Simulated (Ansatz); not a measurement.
A distorted cell of PtS2 (CdI2 type):

```
PtS2
1.0
    3.64463     0.00000     0.00000
   -1.82231     3.15634     0.00000
    0.00000     0.00000     5.26044
Pt S
1 2
Direct
  0.00000   0.00000   0.00000
  0.33333   0.66667   0.23909
  0.66667   0.33333   0.76091
```

Method: r2SCAN+rVV10 (plane waves to 500 eV, PAW, scalar-relativistic; Ansatz, an electronic-structure program). k mesh 11×11×7 (Γ-centred), Fermi-Dirac smearing 0.05 eV. Energies are smeared free energies. Compression counts positive. As the atoms are clamped, bonds stretch with the cell, which overstates energies and stresses. PtS2 is run without spin polarisation. PtS2 was relaxed with its symmetry unable to fall. Spin-orbit coupling is left out, though Pt is heavy.

**Question.** Give the stress tensor in GPa and the pressure.

**Answer.** 
```
  -10.4      0.0      0.0
    0.0    -10.4      0.0
    0.0      0.0     -6.9
```
The pressure, a third of the trace, is -9.2 GPa.

**Question.** It is the relaxed cell deformed to V/V₀ = 1.080, (c/a)/(c/a)₀ = 1.000, c along z, fractional positions held. What is its energy relative to the relaxed cell?

**Answer.** 46.4 meV/atom.

(Under strain, the slope of the energy per volume gives the stress and its curvature an elastic modulus.)
